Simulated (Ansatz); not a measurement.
MgC₈:
Space group P6/mmm (No. 191); a = 5.0171 Å, b = 5.0171 Å, c = 3.6787 Å, α = 90.00°, β = 90.00°, γ = 120.00°

| atom | site | symmetry | x | y | z |
|---|---|---|---|---|---|
| C | 6l | mm2 | 0.1689 | 0.3377 | 0.0000 |
| C | 2c | -6m2 | 0.3333 | 0.6667 | 0.0000 |
| Mg | 1b | 6/mmm | 0.0000 | 0.0000 | 0.5000 |

Relaxed with PBE+D3(BJ).

Problem. Decompose the optical modes at the zone centre into irreducible representations, and say which are infrared and Raman allowed.

Solution. Point group 6/mmm: Γ_opt = A1g + A2g + 2A2u + 2B1g + B1u + B2u + E1g + 3E1u + 3E2g + E2u. Infrared: A2u, E1u. Raman: A1g, E1g, E2g.

Problem. Assign frequencies (DFPT, the program Ansatz at the PBE+D3(BJ) level (PAW)).

Solution. E1u 209, E2u 322, B1g 323, A2u 389, E1g 425, A2u 567, A2g 592, E2g 598, B1g 685, E2g 1140, B1u 1198, E1u 1227, A1g 1236, E1u 1294, B2u 1316, E2g 1395 cm⁻¹.

Subscripts of B labels follow the axes of the standard setting.

The cell is a constructed one: a structure type filled with these elements; neither database checked (COD, Materials Project) lists it. Whether it is the stable phase at ambient conditions was not checked. Symmetry was held in the PBE+D3(BJ) relaxation; whether a distortion lowers the energy is not shown. As this level gives no gap, phonon frequencies hold no LO–TO term and depend on the k-mesh and smearing (Fermi–Dirac, 0.1 eV here).

Potentials: the later of the program's two PAW sets.
